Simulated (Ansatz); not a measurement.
Geometry optimisation in Ansatz: input, command and trajectory.

```yaml
crystal:
  lattice:
    - [3.0941201761, -5.3591733614, 0.0]
    - [-6.1882403623, 5.8e-09, 0.0]
    - [0.0, 0.0, -10.1293391959]
  atoms:
    - { symbol: Si, position: [0.3526897217, 0.2062986053, 0.0697522582] }
    - { symbol: Si, position: [0.8363279322, 0.1734743188, 0.065434315] }
    - { symbol: Si, position: [0.3378653839, 0.67946868, 0.0618861465] }
    - { symbol: Si, position: [0.8408600799, 0.6792890066, 0.0615898743] }
    - { symbol: Si, position: [0.1642776813, 0.3280388394, 0.5610583838] }
    - { symbol: Si, position: [0.6635031438, 0.3279405315, 0.5611484218] }
    - { symbol: Si, position: [0.1646887165, 0.8293628065, 0.5641054751] }
    - { symbol: Si, position: [0.661671664, 0.8235085628, 0.5613100131] }
    - { symbol: Si, position: [0.4893085149, -0.0045352976, 0.3168214138] }
    - { symbol: Si, position: [1.0037000215, -0.0113782136, 0.3179532187] }
    - { symbol: Si, position: [0.4802428271, 0.46738402, 0.2970945954] }
    - { symbol: Si, position: [0.9981244816, 0.4958983191, 0.3111064848] }
    - { symbol: Si, position: [0.0014287372, 0.5032524193, 0.8126785143] }
    - { symbol: Si, position: [0.5040768442, 0.5087275273, 0.8102947612] }
    - { symbol: Si, position: [0.0032309597, 1.005992493, 0.8139665881] }
    - { symbol: Si, position: [0.5021396461, 1.0060708979, 0.814130688] }
    - { symbol: C, position: [0.8312831759, 0.1621895621, 0.2527127566] }
    - { symbol: C, position: [0.3296625271, 0.6599958701, 0.2488803613] }
    - { symbol: C, position: [0.8304491721, 0.6595709663, 0.2486037206] }
    - { symbol: C, position: [0.1691575614, 0.3379670018, 0.7494421197] }
    - { symbol: C, position: [0.6683710917, 0.3380350368, 0.7495589582] }
    - { symbol: C, position: [0.1681072774, 0.836732628, 0.7521743155] }
    - { symbol: C, position: [0.6694338017, 0.8394257565, 0.7494687438] }
    - { symbol: C, position: [-0.0068395237, -0.008607237, 0.5041234678] }
    - { symbol: C, position: [0.4982975637, -0.0087029709, 0.5044967189] }
    - { symbol: C, position: [-0.0019561766, 0.4963405416, 0.4996066322] }
    - { symbol: C, position: [0.4936330449, 0.4874292677, 0.4943965109] }
    - { symbol: C, position: [0.5115947311, 0.5241043251, 0.9927688638] }
    - { symbol: C, position: [1.0034314986, 0.507376769, 0.9991858378] }
    - { symbol: C, position: [0.5039642303, 1.0147964564, 1.002316293] }
    - { symbol: C, position: [1.0094387488, 1.0145128602, 1.0018889534] }
  host:
    lattice:
      - [3.0941201812, -2.9e-09, 0.0]
      - [-1.5470600881, 2.6795866807, 0.0]
      - [0.0, 0.0, 10.1293391959]
    atoms:
      - { symbol: Si, position: [0.6666666667, 0.3333333333, 0.9378441878] }
      - { symbol: Si, position: [0.3333333333, 0.6666666667, 0.4378441878] }
      - { symbol: Si, position: [0.0, 0.0, 0.6878995565] }
      - { symbol: Si, position: [0.0, 0.0, 0.1878995565] }
      - { symbol: C, position: [0.6666666667, 0.3333333333, 0.7498074458] }
      - { symbol: C, position: [0.3333333333, 0.6666666667, 0.2498074458] }
      - { symbol: C, position: [0.0, 0.0, 0.5004478099] }
      - { symbol: C, position: [0.0, 0.0, 0.0004478099] }
total_charge: -2
basis:
  ecutwfc: 420
  xc_grid: 2
kpoints:
  mp_grid: { grid: [4, 4, 2], shift: [0.0, 0.0, 0.0] }
hamiltonian:
  xc: pbe
scf:
  occupations: { method: gaussian, width: 0.01 }
output:
  forces: true
  stress: false
  eigenvalues: true
  charged_corrections:
    defect_position: [0.33333333, 0.16666667, 0.25019255]
    epsilon: [[10.3446, 0.0, 0.0], [0.0, 10.3446, 0.0], [0.0, 0.0, 11.026]]
  write_density: true
  write_potential: true
  elf: true
  volumetric_format: npy
relax:
  adjacent_minimum: "off"
  f_tol: 0.025
  max_steps: 45
```

```bash
ansatz run input.yaml --threads 4 --pin off --max-ram 8192MiB --backend cpu --events-out ev --progress --plain --runs-dir out
```

All numbers below come from DFT PBE, scalar-relativistic, plane waves, PAW (Ansatz 0.2.0).

The cell holds a point defect: C vacancy (site b), charge −2.

Of 7 frames 6 are shown, positions in Å and forces in eV/Å; the SCF threshold varies from step to step.

```xyz
31
Lattice="3.0941 -5.3592 0.0000 -6.1882 0.0000 0.0000 0.0000 0.0000 -10.1293" Properties=species:S:1:pos:R:3:forces:R:3 pbc="T T T" step=1 free_energy_over_end_meV_per_atom=8.69
Si   -0.1854   -1.8901   -0.7065    0.7160    0.4552   -0.5785
Si    1.5142   -4.4820   -0.6628    0.1383    0.0545   -0.1798
Si   -3.1593   -1.8107   -0.6269   -0.1356   -0.0516   -0.1549
Si   -1.6019   -4.5063   -0.6239   -0.1322   -0.1001   -0.1865
Si   -1.5217   -0.8804   -5.6832    0.0111   -0.0769    0.3022
Si    0.0236   -3.5558   -5.6841   -0.0568    0.0518    0.3057
Si   -4.6227   -0.8826   -5.7140   -0.0083   -0.0195    0.2107
Si   -3.0488   -3.5460   -5.6857    0.1193    0.0697   -0.1089
Si    1.5420   -2.6223   -3.2092   -0.7374    0.2106    0.3469
Si    3.1760   -5.3790   -3.2207   -0.7335   -0.8309    0.5638
Si   -1.4064   -2.5737   -3.0094    1.0891    0.2136   -0.2100
Si    0.0196   -5.3491   -3.1513    0.1586    0.1107    0.0830
Si   -3.1098   -0.0077   -8.2319    0.0104    0.0086   -0.1042
Si   -1.5885   -2.7014   -8.2078   -0.1292   -0.0785   -0.0124
Si   -6.2153   -0.0173   -8.2449   -0.0345    0.1820   -0.2648
Si   -4.6721   -2.6911   -8.2466    0.1472   -0.1236   -0.2608
C     1.5684   -4.4550   -2.5598    0.3904    0.0818   -0.0863
C    -3.0642   -1.7667   -2.5210   -0.2500   -0.1125    0.1100
C    -1.5121   -4.4505   -2.5182   -0.0580    0.2397    0.0836
C    -1.5680   -0.9065   -7.5914    0.0141   -0.0145    0.0128
C    -0.0238   -3.5819   -7.5925   -0.0180    0.0187    0.0096
C    -4.6578   -0.9009   -7.6190    0.0056    0.0020    0.0384
C    -3.1233   -3.5876   -7.5916   -0.0245   -0.0115    0.0535
C     0.0321    0.0367   -5.1064    0.0641    0.1336   -0.3392
C     1.5956   -2.6705   -5.1102    0.0621   -0.0320   -0.1476
C    -3.0775    0.0105   -5.0607   -0.0182   -0.0144   -0.1162
C    -1.4890   -2.6455   -5.0079   -0.3026   -0.1392   -0.2634
C    -1.6603   -2.7417  -10.0561   -0.1948   -0.1290    0.1935
C    -0.0350   -5.3776  -10.1211    0.0014    0.0012    0.1196
C    -4.7205   -2.7008  -10.1528   -0.0672    0.0047    0.3175
C    -3.1547   -5.4098  -10.1485   -0.0270   -0.1043    0.2626
31
Lattice="3.0941 -5.3592 0.0000 -6.1882 0.0000 0.0000 0.0000 0.0000 -10.1293" Properties=species:S:1:pos:R:3:forces:R:3 pbc="T T T" step=2 free_energy_over_end_meV_per_atom=3.10
Si   -0.1409   -1.8666   -0.7460    0.3586    0.1926   -0.1922
Si    1.5275   -4.4747   -0.6669    0.0080    0.0183   -0.1648
Si   -3.1441   -1.8095   -0.6404    0.0209   -0.0483   -0.1193
Si   -1.5947   -4.4984   -0.6399   -0.0299    0.0455   -0.1308
Si   -1.5311   -0.8865   -5.6730    0.0801   -0.0386    0.0967
Si    0.0124   -3.5590   -5.6728   -0.0005    0.0806    0.0847
Si   -4.6342   -0.8875   -5.6982   -0.0544   -0.0212    0.1025
Si   -3.0684   -3.5553   -5.6829    0.1193    0.0416    0.1284
Si    1.4913   -2.5975   -3.1821   -0.3344    0.0049    0.1501
Si    3.1428   -5.4418   -3.1879   -0.4429   -0.3569    0.2202
Si   -1.3637   -2.5644   -3.0257    0.5362    0.1526   -0.1500
Si    0.0180   -5.3477   -3.1404    0.0246    0.0122    0.1051
Si   -3.1088   -0.0069   -8.2350   -0.0131   -0.0059   -0.0504
Si   -1.5864   -2.7008   -8.2190    0.0339    0.0159   -0.0431
Si   -6.2131   -0.0133   -8.2480    0.0021    0.0067   -0.1434
Si   -4.6669   -2.6916   -8.2475    0.0190   -0.0029   -0.1723
C     1.5710   -4.4435   -2.5618    0.0482   -0.0843    0.0408
C    -3.0597   -1.7826   -2.5363   -0.2368    0.2133    0.2428
C    -1.5355   -4.4505   -2.5362    0.2250   -0.0199    0.2506
C    -1.5660   -0.9067   -7.5879   -0.0246    0.0370   -0.0643
C    -0.0231   -3.5802   -7.5880    0.0238   -0.0365   -0.0613
C    -4.6573   -0.9005   -7.6099    0.0145    0.0083   -0.0291
C    -3.1203   -3.5865   -7.5907   -0.0425   -0.0171    0.0377
C     0.0199    0.0298   -5.0874    0.0193    0.0502   -0.4042
C     1.5819   -2.6742   -5.0906    0.0102   -0.0123   -0.2821
C    -3.0866    0.0063   -5.0524    0.0176    0.0096   -0.1388
C    -1.5113   -2.6569   -5.0194   -0.1170   -0.0656   -0.2543
C    -1.6271   -2.7260  -10.0751   -0.2662   -0.1445    0.2412
C    -0.0272   -5.3733  -10.1274    0.0005   -0.0051    0.1345
C    -4.7032   -2.6949  -10.1493    0.0215   -0.0405    0.3100
C    -3.1417   -5.4019  -10.1477   -0.0212    0.0108    0.2560
31
Lattice="3.0941 -5.3592 0.0000 -6.1882 0.0000 0.0000 0.0000 0.0000 -10.1293" Properties=species:S:1:pos:R:3:forces:R:3 pbc="T T T" step=3 free_energy_over_end_meV_per_atom=0.53
Si   -0.1041   -1.8512   -0.7519    0.0721    0.0767    0.1173
Si    1.5299   -4.4745   -0.6666    0.0299    0.0081    0.0121
Si   -3.1357   -1.8118   -0.6387    0.0167   -0.0210   -0.0811
Si   -1.5920   -4.4900   -0.6407   -0.0280    0.0117   -0.0841
Si   -1.5302   -0.8873   -5.6817   -0.0351   -0.0342    0.0391
Si    0.0119   -3.5575   -5.6809   -0.0492   -0.0144    0.0421
Si   -4.6393   -0.8895   -5.6971    0.0444    0.0273   -0.0060
Si   -3.0701   -3.5563   -5.6783    0.0952    0.0502    0.1092
Si    1.4442   -2.5936   -3.1692   -0.0439   -0.1589   -0.0188
Si    3.1040   -5.4879   -3.1726   -0.1327    0.0418   -0.0021
Si   -1.3294   -2.5477   -3.0420    0.1815    0.0567   -0.1479
Si    0.0068   -5.3508   -3.1328   -0.0443   -0.0097   -0.0181
Si   -3.1081   -0.0068   -8.2388    0.0388    0.0204    0.0333
Si   -1.5796   -2.6981   -8.2213    0.0616    0.0377    0.0394
Si   -6.2082   -0.0093   -8.2478   -0.0297   -0.0103   -0.0202
Si   -4.6586   -2.6910   -8.2459   -0.0264   -0.0200   -0.0112
C     1.5572   -4.4500   -2.5573    0.0336   -0.0167    0.0205
C    -3.0743   -1.7828   -2.5297   -0.1203    0.1087    0.0449
C    -1.5454   -4.4550   -2.5318    0.1005   -0.0670    0.0491
C    -1.5637   -0.9017   -7.5966   -0.0236   -0.0022   -0.0074
C    -0.0160   -3.5813   -7.5959   -0.0101   -0.0144   -0.0018
C    -4.6540   -0.8993   -7.6100    0.0028   -0.0004   -0.0275
C    -3.1145   -3.5845   -7.5849   -0.0167   -0.0046   -0.0247
C     0.0151    0.0274   -5.0986    0.0105   -0.0001   -0.0408
C     1.5761   -2.6757   -5.0975    0.0194    0.0191   -0.0331
C    -3.0878    0.0061   -5.0597   -0.0042   -0.0054    0.0379
C    -1.5165   -2.6595   -5.0458   -0.0758   -0.0424   -0.0378
C    -1.6159   -2.7203  -10.0706   -0.0955   -0.0505   -0.0266
C    -0.0258   -5.3728  -10.1222    0.0051   -0.0005    0.0096
C    -4.6867   -2.6992  -10.1274    0.0161   -0.0092    0.0037
C    -3.1356   -5.3916  -10.1315    0.0073    0.0235    0.0311
31
Lattice="3.0941 -5.3592 0.0000 -6.1882 0.0000 0.0000 0.0000 0.0000 -10.1293" Properties=species:S:1:pos:R:3:forces:R:3 pbc="T T T" step=5 free_energy_over_end_meV_per_atom=0.06
Si   -0.0924   -1.8374   -0.7222   -0.0435   -0.0336   -0.0243
Si    1.5312   -4.4736   -0.6599    0.0021    0.0093    0.0115
Si   -3.1340   -1.8101   -0.6466    0.0182   -0.0262    0.0032
Si   -1.5892   -4.4859   -0.6467   -0.0076    0.0323    0.0094
Si   -1.5353   -0.8898   -5.6830    0.0271    0.0183   -0.0034
Si    0.0076   -3.5615   -5.6827    0.0300    0.0113   -0.0080
Si   -4.6380   -0.8897   -5.6985   -0.0280   -0.0074   -0.0016
Si   -3.0659   -3.5547   -5.6751   -0.0316   -0.0246   -0.0089
Si    1.4364   -2.6241   -3.1754    0.0088   -0.0063   -0.0112
Si    3.0834   -5.4812   -3.1751    0.0264    0.0148   -0.0179
Si   -1.2904   -2.5307   -3.0637    0.0398    0.0371    0.0556
Si   -0.0044   -5.3594   -3.1321    0.0028   -0.0088   -0.0174
Si   -3.1070   -0.0055   -8.2400   -0.0070   -0.0042    0.0075
Si   -1.5786   -2.6959   -8.2200    0.0138    0.0087   -0.0379
Si   -6.2084   -0.0041   -8.2430    0.0082   -0.0161    0.0099
Si   -4.6564   -2.6923   -8.2430   -0.0109    0.0150    0.0030
C     1.5498   -4.4628   -2.5504    0.0059    0.0114   -0.0140
C    -3.0871   -1.7838   -2.5322   -0.0165   -0.0507   -0.0367
C    -1.5427   -4.4583   -2.5317   -0.0678    0.0018   -0.0473
C    -1.5652   -0.8996   -7.5977    0.0047    0.0005    0.0082
C    -0.0163   -3.5823   -7.5975    0.0055    0.0019    0.0076
C    -4.6533   -0.8985   -7.6112   -0.0053   -0.0015    0.0109
C    -3.1129   -3.5818   -7.5820   -0.0042   -0.0027    0.0149
C     0.0126    0.0262   -5.1027    0.0064    0.0032    0.0281
C     1.5752   -2.6786   -5.1023   -0.0013   -0.0040    0.0200
C    -3.0906    0.0038   -5.0573    0.0100    0.0083    0.0075
C    -1.5198   -2.6624   -5.0555   -0.0053   -0.0001    0.0020
C    -1.6189   -2.7192  -10.0722    0.0277    0.0155    0.0137
C    -0.0245   -5.3715  -10.1225    0.0043    0.0036   -0.0044
C    -4.6803   -2.6979  -10.1220   -0.0039   -0.0074    0.0107
C    -3.1310   -5.3809  -10.1217   -0.0089    0.0003    0.0097
31
Lattice="3.0941 -5.3592 0.0000 -6.1882 0.0000 0.0000 0.0000 0.0000 -10.1293" Properties=species:S:1:pos:R:3:forces:R:3 pbc="T T T" step=6 free_energy_over_end_meV_per_atom=0.02
Si   -0.0959   -1.8393   -0.7215   -0.0333   -0.0256   -0.0261
Si    1.5300   -4.4741   -0.6599    0.0015    0.0061    0.0065
Si   -3.1353   -1.8110   -0.6468    0.0088   -0.0167   -0.0063
Si   -1.5906   -4.4865   -0.6468   -0.0057    0.0186   -0.0022
Si   -1.5343   -0.8893   -5.6830    0.0190    0.0071    0.0011
Si    0.0085   -3.5609   -5.6828    0.0158    0.0107   -0.0023
Si   -4.6375   -0.8894   -5.6988   -0.0198   -0.0051    0.0042
Si   -3.0644   -3.5538   -5.6753   -0.0123   -0.0116    0.0004
Si    1.4381   -2.6269   -3.1771    0.0196    0.0021   -0.0018
Si    3.0826   -5.4782   -3.1767    0.0331    0.0197   -0.0071
Si   -1.2805   -2.5249   -3.0582    0.0174    0.0211    0.0314
Si   -0.0055   -5.3603   -3.1323   -0.0027   -0.0085   -0.0104
Si   -3.1074   -0.0057   -8.2401   -0.0018   -0.0012    0.0066
Si   -1.5790   -2.6961   -8.2198    0.0100    0.0063   -0.0207
Si   -6.2088   -0.0047   -8.2432    0.0025   -0.0084    0.0097
Si   -4.6572   -2.6923   -8.2433   -0.0067    0.0062    0.0054
C     1.5489   -4.4635   -2.5508    0.0072    0.0113   -0.0069
C    -3.0876   -1.7845   -2.5322   -0.0098   -0.0460   -0.0315
C    -1.5433   -4.4583   -2.5318   -0.0578    0.0056   -0.0395
C    -1.5654   -0.8997   -7.5976    0.0027    0.0014    0.0027
C    -0.0165   -3.5825   -7.5975    0.0048    0.0003    0.0022
C    -4.6537   -0.8987   -7.6113   -0.0039   -0.0012    0.0065
C    -3.1133   -3.5819   -7.5824   -0.0042   -0.0028    0.0126
C     0.0136    0.0272   -5.1031    0.0065    0.0010    0.0215
C     1.5764   -2.6785   -5.1028   -0.0013   -0.0007    0.0154
C    -3.0899    0.0042   -5.0574    0.0046    0.0044    0.0012
C    -1.5175   -2.6610   -5.0545   -0.0113   -0.0046   -0.0020
C    -1.6207   -2.7201  -10.0710    0.0208    0.0117    0.0088
C    -0.0256   -5.3721  -10.1228    0.0034    0.0030    0.0039
C    -4.6823   -2.6984  -10.1227   -0.0002   -0.0072    0.0093
C    -3.1325   -5.3823  -10.1223   -0.0068    0.0031    0.0075
31
Lattice="3.0941 -5.3592 0.0000 -6.1882 0.0000 0.0000 0.0000 0.0000 -10.1293" Properties=species:S:1:pos:R:3:forces:R:3 pbc="T T T" step=7 free_energy_over_end_meV_per_atom=0.00
Si   -0.1040   -1.8448   -0.7257    0.0121    0.0103    0.0164
Si    1.5273   -4.4755   -0.6600   -0.0010   -0.0042    0.0077
Si   -3.1381   -1.8135   -0.6485   -0.0085    0.0119    0.0103
Si   -1.5941   -4.4876   -0.6486    0.0039   -0.0150    0.0102
Si   -1.5314   -0.8885   -5.6821   -0.0042    0.0079    0.0008
Si    0.0103   -3.5590   -5.6822    0.0053   -0.0061    0.0025
Si   -4.6367   -0.8887   -5.6979    0.0071   -0.0002   -0.0075
Si   -3.0614   -3.5522   -5.6741   -0.0087   -0.0009   -0.0066
Si    1.4446   -2.6292   -3.1783   -0.0066   -0.0033   -0.0037
Si    3.0852   -5.4704   -3.1782   -0.0077   -0.0030   -0.0028
Si   -1.2676   -2.5165   -3.0505   -0.0021   -0.0003    0.0060
Si   -0.0070   -5.3614   -3.1334    0.0090    0.0068    0.0073
Si   -3.1080   -0.0063   -8.2395   -0.0040   -0.0022   -0.0049
Si   -1.5793   -2.6964   -8.2195   -0.0063   -0.0039    0.0017
Si   -6.2099   -0.0059   -8.2430    0.0047    0.0042   -0.0103
Si   -4.6587   -2.6927   -8.2431    0.0062    0.0024   -0.0062
C     1.5488   -4.4632   -2.5512   -0.0118   -0.0072   -0.0029
C    -3.0873   -1.7871   -2.5344    0.0093    0.0083    0.0047
C    -1.5458   -4.4566   -2.5346    0.0127    0.0003    0.0081
C    -1.5655   -0.8999   -7.5970   -0.0018   -0.0038    0.0000
C    -0.0165   -3.5828   -7.5971   -0.0053    0.0008    0.0002
C    -4.6548   -0.8992   -7.6105    0.0005   -0.0004   -0.0011
C    -3.1142   -3.5825   -7.5815    0.0035    0.0016   -0.0062
C     0.0164    0.0293   -5.1019   -0.0116   -0.0066   -0.0004
C     1.5789   -2.6775   -5.1020   -0.0076   -0.0041   -0.0013
C    -3.0882    0.0053   -5.0579    0.0023   -0.0002    0.0015
C    -1.5145   -2.6590   -5.0531    0.0068    0.0044    0.0001
C    -1.6242   -2.7223  -10.0696    0.0017    0.0010   -0.0021
C    -0.0281   -5.3736  -10.1229   -0.0070   -0.0039   -0.0096
C    -4.6865   -2.7002  -10.1238    0.0008    0.0092   -0.0062
C    -3.1362   -5.3854  -10.1239    0.0082   -0.0037   -0.0055
```

Time: 4.2 min on 4 threads of Arm Neoverse N1, with other jobs on the host, peak memory 1.2 GiB.